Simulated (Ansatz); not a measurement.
An element in the bcc structure gives these cold pressures by all-electron LAPW under PBEsol (Ansatz 0.2.0, scalar-relativistic, no spin polarisation).

```tsv
V (Å³/atom)	P (GPa)
23.89	-0.05
21.98	3.97
20.07	11.73
18.16	26.3
16.25	52.7
14.34	104.1
12.42	206.4
10.75	382.9
```

(1) Which element is it?

## Answers

(1) Hg. Its zero-pressure volume in this structure is near 23.9 Å³/atom; the volume and the steepness of P(V) together point to it, though neighbours can come close. This is the case that was computed; others weren't tested.
